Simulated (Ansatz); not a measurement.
SiO₂:
Space group Pbca (No. 61); a = 4.7236 Å, b = 8.3674 Å, c = 5.0389 Å, α = 90.00°, β = 90.00°, γ = 90.00°

```
atom  site  symmetry       x       y       z
----  ----  --------  ------  ------  ------
Si      8c         1  0.1270  0.3722  0.3883
O       8c         1  0.3205  0.4894  0.1503
O       8c         1  0.4563  0.2680  0.3878
```

Relaxed with PBE. Plane-wave PAW PBE (Ansatz code) gives a gap of 5.41 eV.

### Question
What gap does HSE06 give on the same cell (Ansatz, PAW)?

### Answer
7.46 eV, 2.05 eV more. The hybrid was solved on a coarser mesh and at special points; its gap is the smallest among all of these.

```csv
k,v1 PBE,c1 PBE,v1 HSE06,c1 HSE06
Γ,0.00,5.41,0.00,7.46
X,-0.18,6.86,[?],[?]
Z,-0.50,7.49,[?],[?]
U,-0.57,7.80,-0.59,9.97
Y,-0.08,6.40,[?],[?]
S,-0.36,7.48,[?],[?]
T,-0.58,7.75,-0.61,9.95
R,-0.62,8.36,-0.63,10.56
```

### Question
Top valence (v1) and lowest conduction level (c1) in eV from each method's valence maximum (which need not be a listed point): supply the withheld HSE06 values.

### Answer

- Y, v1 HSE06: -0.08
- Y, c1 HSE06: 8.48
- Z, v1 HSE06: -0.49
- Z, c1 HSE06: 9.65
- S, v1 HSE06: -0.40
- S, c1 HSE06: 9.60
- X, v1 HSE06: -0.21
- X, c1 HSE06: 8.93

Cost on shared cores: the PBE run (SCF on a 6×4×6 mesh, then bands and DOS) very roughly 6 core-minutes, the HSE06 run (SCF on 4×2×3, then a few points) roughly 11 core-minutes; the tasks are unlike.

The cell is a constructed one: a structure type filled with these elements; neither database checked (COD, Materials Project) lists it. It is not the phase usual at ambient conditions (space group No. 92, 152, 154). Symmetry was held in the PBE relaxation; of distortions, only those at the zone centre were tested.

Potentials: the later of the program's two PAW sets.
